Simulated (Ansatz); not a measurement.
SrO (rock salt)

```xyz
4
Lattice="0.0000 5.1950 5.1950 2.5975 0.0000 2.5975 2.5975 2.5975 0.0000" Properties=species:S:1:pos:R:3 pbc="T T T"
O      0.0000     0.0000     0.0000
O      2.5975     5.1950     2.5975
Sr     2.5975     2.5975     2.5975
Sr     2.5975     5.1950     5.1950
```

The atoms are displaced by Q × the pattern below (from a DFPT mode at L = (0.5, 0.0, 0.0), largest move 1; Q in Å), at fixed cell. It is one choice among 2 degenerate patterns. (q is in reciprocal vectors of the primitive cell; the cell shown is doubled to hold the pattern.)

```json
[
 {"atom": "Sr3", "x": "-0.285", "y": "0.520", "z": "-0.805"},
 {"atom": "Sr4", "x": "0.285", "y": "-0.520", "z": "0.805"}
]
```

Atoms not listed stay in place.

These are PBE (plane waves to 420 eV, PAW, scalar-relativistic; Ansatz, a quantum-chemistry and plane-wave program) values and carry that method's errors. k mesh 11×11×11 (Γ-centred), Fermi-Dirac smearing 0.05 eV. SrO was relaxed with its symmetry unable to fall. 

| Q (Å) | −dE/dQ from forces (eV/Å) |
|---|---|
| -0.100 | 0.631 |
| -0.083 | 0.524 |
| -0.067 | 0.419 |
| -0.050 | 0.313 |
| -0.033 | 0.209 |
| -0.017 | 0.104 |
| 0.000 | 0.000 |
| 0.017 | -0.104 |
| 0.033 | -0.209 |
| 0.050 | -0.313 |
| 0.067 | -0.419 |
| 0.083 | -0.524 |
| 0.100 | -0.631 |

**Question.** What harmonic wavenumber does the curvature at Q = 0 give?

**Answer.** 99 cm⁻¹. E″ = 6.26 eV/Å², M = Σ mᵢ|uᵢ|² = 175.2 u, ν̃ = 521.5·√(|E″|/M).

(A displaced cell: forces are minus the slopes of the energy, force constants its curvatures, and phonons follow from these.)
